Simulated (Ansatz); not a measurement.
KNbSe₂:
Space group P6₃/mmc (No. 194); a = 3.6133 Å, b = 3.6133 Å, c = 16.2326 Å, α = 90.00°, β = 90.00°, γ = 120.00°

```
atom  site  symmetry       x       y       z
----  ----  --------  ------  ------  ------
K       2a      -3m.  0.0000  0.0000  0.0000
Se      4f       3m.  0.3333  0.6667  0.1501
Nb      2b      -6m2  0.0000  0.0000  0.2500
```

Relaxed at zero pressure with r²SCAN (plane waves, PAW; program Ansatz).

The volume is lowered by 6 % and shape and atoms relax at that volume. What pressure results, and how do the axes share the change?

4.5 GPa; a -2.1 %, b -2.1 %, c -1.9 %; the energy rises by 18 meV/atom.

Give the new structure.


Space group P6₃/mmc (No. 194); a = 3.536 Å, b = 3.536 Å, c = 15.929 Å, α = 90.00°, β = 90.00°, γ = 120.00°

| atom | site | symmetry | x | y | z |
|---|---|---|---|---|---|
| K | 2a | -3m. | 0.0000 | 0.0000 | 0.0000 |
| Se | 4f | 3m. | 0.3333 | 0.6667 | 0.1479 |
| Nb | 2b | -6m2 | 0.0000 | 0.0000 | 0.2500 |

The phase is kept; no other phase was compared at this pressure.

Space group P6_3/mmc. The workflow started from an entry of the Crystallography Open Database (COD). Its standing as an ambient phase is unchecked. Symmetry was held in the r²SCAN relaxation; whether a distortion lowers the energy is not shown. No spin polarisation was allowed.

Potentials: the later of the program's two PAW sets.
